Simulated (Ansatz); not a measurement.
## How much do the gradients of TlAg₃Te₂ depend on the method?

Cell: a structure deposited in the COD, its atoms then relaxed with PBE in this cell.

Space group Cmmm (No. 65); a = 4.6000, b = 15.4500, c = 4.7600 Å.

| site | Wyckoff | site symmetry | x | y | z |
| --- | --- | --- | --- | --- | --- |
| Tl | 2a | mmm | 0.0000 | 0.0000 | 0.0000 |
| Ag2 | 2c | mmm | 0.5000 | 0.0000 | 0.5000 |
| Ag3 | 4i | m2m | 0.5000 | 0.1952 | 0.0000 |
| Te | 4j | m2m | 0.5000 | 0.3495 | 0.5000 |

One atom of each set is listed; the run and its k-mesh use a cell of 6 atoms with edges of 8.06, 8.06, 4.76 Å.

First run. Level of theory: DFT, PBE, plane waves and PAW, scalar-relativistic, 420 eV cutoff, Γ-centred 8×8×7 k-points, Fermi–Dirac smearing 0.05 eV (Ansatz 0.2.0).

| site | V_zz (10²¹ V/m²) | η |
| --- | --- | --- |
| Tl | -11.20 | 0.84 |
| Ag2 | 6.24 | 0.03 |
| Ag3 | 1.90 | 0.06 |
| Te | -4.62 | 0.48 |

Second run. The same atoms and settings, except that the functional is r2SCAN and the cutoff is 500 eV.

(1) Given the first result, estimate the second.

Answers

(1) 

```json
{"site": "Tl", "V_zz": "-11.02", "η": "0.96", "change of V_zz": "+0.18"}
{"site": "Ag2", "V_zz": "7.86", "η": "0.05", "change of V_zz": "+1.62"}
{"site": "Ag3", "V_zz": "2.28", "η": "0.40", "change of V_zz": "+0.38"}
{"site": "Te", "V_zz": "-5.66", "η": "0.22", "change of V_zz": "-1.04"}
```

The largest change of V_zz is on Ag2, from 6.24 to 7.86. In per cent, |V_zz| changes by -2 on Tl, +26 on Ag, +23 on Te (all sites that start above 2). Where |V_zz| stays above 0.1, η moves most on Ag3, from 0.06 to 0.40.

The run finds no gap above 0.1 eV (a metal, or nearly one), so the gradients can move by 10 % or more with the k-mesh. Spin–orbit coupling is left out, which shifts gradients on Tl by a few per cent in wide-gap crystals, and can shift them far more where the calculated gap is small or absent, as here.
For the first run: At this cell the principal stresses reach 5 GPa in size with PBE, which can matter for small gradients.
For the second run: At this cell the principal stresses reach 6 GPa in size with r2SCAN, which can matter for small gradients.
